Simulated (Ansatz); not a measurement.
With PBE (plane waves, PAW; program Ansatz), PtW in the orthorhombic phase (Cmcm; W on 4c, Pt on 4c) relaxes to a = 2.715 Å, b = 10.623 Å, c = 4.358 Å. Its formation energy from the elements is -0.17 eV/atom, with no fitted shifts.

Electronic character: metallic (no gap).

The start of the workflow was typed in or built on a structure type; neither database checked (COD, Materials Project) lists it. Its standing as an ambient phase is unchecked. Symmetry was held in the PBE relaxation; whether a distortion lowers the energy is not shown. No spin polarisation was allowed. Axis ratios of metals converge slowly with the k-mesh, so a and c are less sure than the volume. The references are the lowest solids computed at this level, not always the standard phases. Scalar-relativistic: spin–orbit coupling is off unless named, which matters more the heavier the elements.

Potentials: the earlier of the program's two PAW sets.
